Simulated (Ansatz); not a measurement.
Task: Name crystals whose computed values (PBE in the plane-wave PAW code Ansatz) fall in these windows: gap (eV) 1.0 to 1.3; B₀ by P(V) fit (GPa) 110 to 140; electron conductivity mass (mₑ) 0.27 to 0.33.

Result: 

| crystal | gap (eV) | B₀ by P(V) fit (GPa) | electron conductivity mass (mₑ) |
|---|---|---|---|
| BAs, zinc blende | 1.20 | 131 | 0.30 |
Others may fit too.

The cell was relaxed under the symmetry of its start. Scalar-relativistic: spin–orbit coupling is off unless named, which matters more the heavier the elements.

Potentials: the earlier of the program's two PAW sets.
